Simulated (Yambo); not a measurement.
A G0W0@PBEsol run in Yambo for KBr (rock salt, space group Fm-3m, No. 225) under isotropic strain of -1.5 % on all lattice vectors (4×4×4 Γ-centred k mesh, 125 bands and a 8 Ry block in the screening, 125 bands in G with the Bruneval-Gonze terminator, plasmon pole fitted at 27.2 eV) gives these matrix elements, in eV, at the band edges (Γ → Γ):

| state | E0 | <Vxc> | <Σx> | <Σc(E0)> | Z |
|---|---|---|---|---|---|
| valence edge | 0.000 | -12.747 | -16.614 | 1.567 | 0.824 |
| conduction edge | 4.457 | -7.155 | -3.338 | -2.994 | 0.870 |

Question: Solve the linearised quasiparticle equation for both states, give the gap, and say how exchange and correlation each act on it.

Answer: E = E0 + Z(Σx + Σc − Vxc). Valence: 0.000 + 0.824 × (-16.614 + (1.567) − (-12.747)) = -1.90 eV. Conduction: 4.457 + 0.870 × (-3.338 + (-2.994) − (-7.155)) = 5.17 eV. The gap is 7.07 eV, against 4.46 eV in PBEsol. Replacing Vxc by bare exchange alone would open it by 7.68 eV; correlation takes back 4.56 eV of that, and Z scales what is left. Convergence of the G0W0 settings was not tested. Spin-orbit splittings are left out.

Geometry strained from the cell relaxed with PBEsol, atoms relaxed again; primitive cell a = b = c = 4.561 Å, α = β = γ = 60.00°.
